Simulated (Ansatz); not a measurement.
Data:

Ti₂InC:
Space group P6₃/mmc (No. 194); a = 3.132 Å, b = 3.132 Å, c = 14.135 Å, α = 90.00°, β = 90.00°, γ = 120.00°

```tsv
atom	site	symmetry	x	y	z
Ti	4f	3m.	0.3333	0.6667	0.0786
In	2d	-6m2	0.6667	0.3333	0.2500
C	2a	-3m.	0.0000	0.0000	0.0000
```

This is the r²SCAN-relaxed structure.

Q: All from plane-wave PAW r²SCAN (Ansatz code), unless another level is named. Give the electronic character.

A: metallic (no gap).

Q: Predict the density of states at the Fermi level.

A: 0.28 states/eV per atom (mean over ±0.08 eV).

Q: Give the formation energy from the elements (no fitted shifts).

A: -0.79 eV/atom.

Space group P6_3/mmc. The first step of the workflow began from a Materials Project structure, measured or hypothetical; the Crystallography Open Database copy checked does not list it. Whether it is the stable phase at ambient conditions was not checked. The cell was relaxed with r²SCAN under the symmetry of its start; whether a distortion lowers the energy is not shown. No spin polarisation was allowed. The references are the lowest solids computed at this level, not always the standard phases. Spin–orbit coupling is left out wherever it is not named.

Potentials: the later of the program's two PAW sets.
